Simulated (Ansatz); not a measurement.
Input:

AgI:
```
CELL_PARAMETERS angstrom
      4.24110     0.00000     0.00000
      0.00000     4.24110     0.00000
      0.00000     0.00000     6.31334
ATOMIC_POSITIONS crystal
  Ag 0.00000 0.00000 0.00000
  Ag 0.50000 0.50000 0.00000
  I  0.00000 0.50000 0.70452
  I  0.50000 0.00000 0.29548
```

This is the LDA-relaxed structure. Tensor components refer to the Cartesian frame of this cell.

Q: All from plane-wave PAW LDA (Ansatz code), unless another level is named. Give the Young's modulus.

A: 22.9 GPa.

Q: And the elastic constants (relaxed ions, GPa)?

A: C11 = 41.6, C12 = 12.8, C13 = 15.6, C33 = 22.2, C44 = 11.5, C66 = 4.6.

Space group P4/nmm. The first step of the workflow began from a Materials Project structure, measured or hypothetical; the Crystallography Open Database copy checked does not list it. It is not the phase usual at ambient conditions (space group No. 186, 216). The cell was relaxed with LDA under the symmetry of its start; whether a distortion lowers the energy is not shown. The run is not spin-polarised. A crystal of weakly bound layers computed without a dispersion correction: the cell and the soft elastic constants depend strongly on that. Spin–orbit coupling is left out wherever it is not named.

Potentials: the later of the program's two PAW sets.
